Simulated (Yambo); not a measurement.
G0W0@PBEsol for KBr (rock salt, space group Fm-3m, No. 225) in Yambo. Reference settings: 4×4×4 Γ-centred k mesh, 125 bands and a 8 Ry block in the screening, 125 bands in G with the Bruneval-Gonze terminator, plasmon pole fitted at 27.2 eV. The PBEsol gap Γ → Γ on this mesh is 4.34 eV; G0W0 gaps are taken between the same points.

Gap (Γ → Γ) in eV against the number of bands and the screening block, terminator on:

```csv
bands (W and G),2 Ry,3 Ry,5 Ry,6 Ry,8 Ry
24,6.729,6.831,6.885,6.900,6.911
42,6.560,6.727,6.828,6.854,6.878
64,6.522,6.706,6.834,6.868,6.902
95,6.510,6.699,6.851,6.893,6.936
125,6.507,6.698,6.858,6.905,6.955
```

Rough cost of the Yambo step against the reference (shared machines):

| bands (W and G) | 2 Ry | 3 Ry | 5 Ry | 6 Ry | 8 Ry |
|---|---|---|---|---|---|
| 24 | 1/4 | 1/5 | 1/4 | 1/4 | 1/3 |
| 42 | 1/3 | 1/3 | 1/3 | 1/3 | 1/2 |
| 64 | 1/2 | 1/2 | ~1 | ~1 | ~1 |
| 95 | ~1 | ~1 | ~1 | ~1 | ~1 |
| 125 | ~1 | ~1 | ~1 | ~1 | 1 |

At the largest block the last step in bands moves the gap by 0.019 eV; at the most bands the last step in the block moves it by 0.050 eV.

Spin-orbit splittings are left out.

Geometry relaxed with PBEsol; primitive cell a = b = c = 4.6306 Å, α = β = γ = 60.00°.
